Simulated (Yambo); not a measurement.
G0W0@PBEsol for RbBH$_{4}$ (space group F-43m, No. 216) in Yambo (4×4×4 mesh, 6 Ry block, plasmon pole, screening fixed), without a terminator:

```tsv
bands N in G	gap Γ → X (eV)	shift of the valence edge (eV)
54	8.759	-1.403
102	8.831	-1.750
162	8.879	-1.901
```

Extrapolate both columns to infinite N with E(N) = E∞ + A/N, test the form, and compare with the terminator.

From two points, E∞ = (N2 E2 − N1 E1)/(N2 − N1). The two largest N give 8.96 eV for the gap and -2.16 eV for the shift; the two smallest give 8.91 eV and -2.14 eV. For the gap the slopes A are -8.3 and -13 eV: the form isn't reached, and its limit is uncertain. For the shift the slopes A are 40 and 42 eV: the 1/N form holds. With the Bruneval-Gonze terminator and 162 bands the run gives 8.94 eV and -2.03 eV, 0.02 eV and 0.12 eV from the extrapolated values: the terminator too is an estimate of the remainder. Block, mesh and the bands in W are held fixed.

Geometry of the Materials Project entry, not relaxed at this level; primitive cell a = b = c = 4.8836 Å, α = β = γ = 60.00°.

The structure is a Materials Project entry; no match was found in the copy of COD used, and its stability was not checked.

A shift is the quasiparticle energy of the state minus its PBEsol energy.
